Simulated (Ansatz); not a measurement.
Two-dimensional strain map in Si

Computed with DFT r2SCAN, scalar-relativistic, plane waves, PAW (Ansatz 0.2.0). Cutoff 500 eV, Γ-centred 21×21×20 k-points, Gaussian smearing of 0.15 eV. No spin polarisation. Energies are free energies at this smearing, counted from the undisturbed cell; pressure is positive in compression.

The starting cell (as given, not relaxed at this level; it stands at 2.0 GPa; this form isn't the usual structure):

```
Si
1.0
     2.62054    0.00000    0.00000
    -1.31027    2.26946    0.00000
     0.00000    0.00000    2.46635
Si
1
Direct
  0.00000 0.00000 0.00000
```

The cell is strained by p along both x and y and by q along z, fractional coordinates fixed. Points are written (p, q).

Energy above the undisturbed cell in meV/atom (a dash: not computed):

```csv
p \ q,-0.050,-0.025,0.000,0.025,0.050
-0.050,175.9,128.3,104.3,98.1,106.0
0.000,47.6,–,0.0,–,25.4
0.050,65.1,–,36.2,–,76.8
```

Pressure in GPa:

| p \ q | -0.050 | -0.025 | 0.000 | 0.025 | 0.050 |
| --- | --- | --- | --- | --- | --- |
| -0.050 | 28.3 | 22.4 | 17.5 | 13.4 | 10.2 |
| 0.000 | 10.6 | – | 2.0 | – | -3.3 |
| 0.050 | 0.1 | – | -6.9 | – | -10.7 |